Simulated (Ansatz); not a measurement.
This trial cell of Be₂S₅ was written down by chemical analogy (C2, No. 5). Its size is a guess.

```
Be S
1.0
     2.54500   -2.54500    0.00000
     2.54500    2.54500    0.00000
     0.00000    0.00000    9.70000
Be S
2 5
Cartesian
  1.2725 -1.2725 1.0767
  1.2725 1.2725 8.6233
  2.5450 0.0000 7.5369
  2.0462 0.8907 5.7521
  2.5450 0.0000 2.1631
  3.0438 0.8907 3.9479
  0.0000 0.0000 0.0000
```

Method: DFT PBE, scalar-relativistic, plane waves, PAW in Ansatz. Cutoff 420 eV, Gaussian smearing, Γ-centred meshes. Cell and atoms relax first on a coarse mesh, the cell is then made exact in the group found at 0.06 to 0.08 Å, and last on a converged mesh; the steps can't lower the symmetry of their start. No spin polarisation.

A guess keeps its type if space group and coordination stay and the shape of the cell changes little (axis ratios within about 15 %, angles within 6°); the volume may change.

Q: Does it keep its structure type, or change into something else?

A: It keeps its type. The symmetry stays C2 (No. 5). The volume per atom shrinks by 3.4 %, from 18.0 to 17.3 Å³. The shortest distance goes from 2.06 Å (S–S) to 1.96 Å (S–S). Counting neighbours within 15 % of an atom's shortest distance, the start has Be 4, S 2/3/4 and the end Be 4, S 2/3/4.

The last run used an 8×8×4 mesh (in the run's order of axes) for its 7-atom cell and Gaussian smearing of 0.02 eV. A structure relaxed within its symmetry needn't be a true minimum. Another cell of the same search, in P1, lies 112 meV/atom lower, so this cell isn't the stable form at this level.

In counts of neighbours, a slash parts the counts of unlike sites.
